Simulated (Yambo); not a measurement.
```xyz
2
Lattice="3.9528 0.0000 0.0000 0.0000 3.9528 0.0000 0.0000 0.0000 3.8814" Properties=species:S:1:pos:R:3 pbc="T T T"
Br     1.9764     1.9764     1.9407
Tl     0.0000     0.0000     0.0000
```

TlBr (space group P4/mmm, No. 123) under biaxial strain of +1 % along x and y, z relaxed: mean Im ε in 1 eV windows above the direct gap of 3.36 eV, for different electron-hole kernels (Yambo, broadening 0.15 eV, PBE (stringent potentials; pw.x of Quantum ESPRESSO, ONCV potentials, without SOC) bands; 8×8×8 mesh, 4 valence and 4 conduction bands, static screening with 42 bands and a 4 Ry block, scissor 1.64 eV, Tamm-Dancoff; field along x).

| window (eV) | independent quasiparticles | BSE |
|---|---|---|
| 3.4 to 4.4 | 1.1 | 3.2 |
| 4.4 to 5.4 | 3.8 | 9.1 |
| 5.4 to 6.4 | 9.0 | 12 |
| 6.4 to 7.4 | 10 | 5.2 |
| 7.4 to 8.4 | 5.2 | 2.8 |
| 8.4 to 9.4 | 3.7 | 2.1 |

This run doesn't resolve bound excitons or single peaks, so only averages are given, and they too depend on the mesh; weight that the attraction moves below the gap isn't listed. All transitions below 10.50 eV are in the band window. The scissor comes from a G0W0 run whose convergence isn't established.

Spin-orbit coupling is left out; with 6p states at a band edge it can lower the gap by many tenths of an eV, most of a small gap.
